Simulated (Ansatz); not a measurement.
# Al₃NiIr (Pm-3m)

Level of theory: Ansatz 0.2.0, DFT PBE, scalar-relativistic, plane waves, PAW.

Cutoff 420 eV; k points 10×10×10 on the computed 5-atom cell (Γ-centred); Gaussian smearing, width 0.10 eV; no spin polarisation.

The structure is relaxed at this level of theory with its symmetry kept, and needn't be the ground state of this composition.

```
Al Ni Ir
1.0
     4.32773    0.00000    0.00000
     0.00000    4.32773    0.00000
     0.00000    0.00000    4.32773
Al Ni Ir
3 1 1
Direct
  0.50000 0.50000 0.00000
  0.50000 0.00000 0.50000
  0.00000 0.50000 0.50000
  0.50000 0.50000 0.50000
  0.00000 0.00000 0.00000
```

Question: Formation energy from the elements' standard states (uncorrected)?

Answer: +0.175 eV/atom.

Question: Kohn–Sham band gap?

Answer: none (metal).

Question: Density of states at the Fermi level?

Answer: 2.8 states/eV per cell.

Question: Orbital (Löwdin) character within 0.5 eV of the Fermi level?

Answer: Ir 5d 42 %, Al 3p 30 %, Al 3s 12 %.

Question: Bader charge by site (e)?

Answer: Al (3 in the cell) 1.72, Ni (1 in the cell) -3.79, Ir (1 in the cell) -1.38.

Spin-orbit coupling is left out, which matters for the bands of heavy elements.

A magnetic start lost its moments in a first run, so spin was left out; other magnetic orders weren't tried.

The cell was found from a structure generator's guess, not taken from experiment. Löwdin shares on free-atom orbitals overweight diffuse shells.
